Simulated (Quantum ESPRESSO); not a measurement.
**How NMR parameters follow strain in Al₂O₃ (R-3c)**

```
Al2O3
1.0
    2.40251     1.38709     4.37208
   -2.40251     1.38709     4.37208
    0.00000    -2.77419     4.37208
Al O
4 6
Direct
  0.14790   0.14790   0.14790
  0.85210   0.85210   0.85210
  0.35210   0.35210   0.35210
  0.64790   0.64790   0.64790
  0.94386   0.55614   0.25000
  0.05614   0.44386   0.75000
  0.25000   0.94386   0.55614
  0.75000   0.05614   0.44386
  0.55614   0.25000   0.94386
  0.44386   0.75000   0.05614
```
Geometry: a computed entry of the Materials Project; it was not checked against measured cells. It is Al2O3 in R-3c. Stability against distortions was not tested.

Isotropic strain: all lattice vectors are scaled together, so the volume changes by about three times as much; fractional positions kept.

Method: shieldings by PBE GIPAW (a modified build of Quantum ESPRESSO, JTH PAW datasets), 22.5 Ha, k-mesh 4×4×4 shifted, f-sum rule met within 0.015 %. Values are those of the named site's first atom. Shieldings are absolute and leave out the bulk-susceptibility term; a larger σ means a smaller chemical shift. By our sweeps, such settings leave a few ppm in absolute σ. The datasets of Al hold no d projectors, which limits absolute σ on these atoms.

Unchanged cell: σ_iso Al (ppm) = 534.4, σ_iso O (ppm) = 160.8.

Problem. How do these values move along the path (lattice scale factor: 0.98, 1.02)?

Solution. 
```tsv
lattice scale factor	σ_iso Al (ppm)	σ_iso O (ppm)
0.98	533.1	170.8
1	534.4	160.8
1.02	535.3	149.6
```
